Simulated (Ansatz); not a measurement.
HfN: from a starting cell to a relaxed one

The start is a relaxed HfN cell, doubled along one cell vector, shaken by Gaussian noise of σ = 0.08 Å a coordinate. Cell shape, volume and atoms are optimised at zero target pressure with PBEsol (plane waves to 420 eV, PAW, scalar-relativistic; Ansatz, a quantum-chemistry and plane-wave program). The first steps use a coarse 8×4×8 k-mesh.

Input geometry:
```
CELL_PARAMETERS angstrom
      2.79145     0.00000     0.00000
      0.00000     5.58290     0.00000
      0.00000     0.00000     2.79145
ATOMIC_POSITIONS crystal
  Hf 0.97860 0.00131 0.02574
  Hf 0.94875 0.50249 0.01378
  N  0.47025 0.23363 0.52115
  N  0.50695 0.75394 0.52099
```

Problem. By how much does the energy per atom fall from start to end?

Solution. 0.02 eV/atom.

Problem. Is the parent structure recovered?

Solution. The parent structure is recovered, Pm-3m (No. 221).

Problem. How do the shortest distances between atoms change?

Solution. The closest pairs of elements (up to four, under 3.6 Å), start → end: Hf–N 2.32 → 2.42 Å; N–N 2.68 → 2.79 Å; Hf–Hf 2.79 → 2.79 Å.

Problem. Is the relaxed structure metallic? Give its gap.

Solution. Zero (metallic).

The end point of the relaxation:

Space group Pm-3m (No. 221); a = 2.791 Å, b = 2.791 Å, c = 2.791 Å, α = 90.00°, β = 90.00°, γ = 90.00°

```csv
atom,site,symmetry,x,y,z
Hf,1b,m-3m,0.5000,0.5000,0.5000
N,1a,m-3m,0.0000,0.0000,0.0000
```

Final values are on a 17×17×17 k-mesh of the relaxed cell. No spin polarisation in the result. The relaxed primitive cell holds an odd number of electrons. A magnetic state may lie lower.

The relaxed structure here is a generated cell of HfN: the first start was made by placing the elements on the sites of a structure type, and the end was not matched to a known phase here, so it may be hypothetical. Known forms of HfN include space group No. 225.
